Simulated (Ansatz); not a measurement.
Values for one crystal, relaxed and computed with r²SCAN+D4 in the plane-wave PAW code Ansatz; other levels are named.

* **Volume per atom**: 11.54 Å³
* **Band gap**: 7.84 eV (indirect)
* **Valence-band maximum**: at T
* **HSE06 gap on the r²SCAN+D4 cell**: 9.26 eV
* **Smallest direct gap on the standard path**: 7.92 eV
* **Conduction-band minimum**: at Γ
* **Electron effective mass**: 0.62 mₑ (isotropic)

Question: Pick the material that matches.
A) LiH3O2, C2/m (Pearson symbol mS24)
B) NaHF2, R-3m (Na on 3a, H on 3b, F on 6c)
C) NiI2, R-3m (Ni on 3a, I on 6c)
D) CdH6N2Cl2, C2/m (Pearson symbol mS22)

Answer: B, NaHF2, R-3m (Na on 3a, H on 3b, F on 6c)

The workflow started from a Materials Project entry (that database holds measured and hypothetical structures alike); the Crystallography Open Database files this formula in space group No. 166, but the cells were not matched. Whether it is the stable phase at ambient conditions was not checked. Symmetry was held in the r²SCAN+D4 relaxation; its stability against distortions is not shown here.

Potentials: the later of the program's two PAW sets.
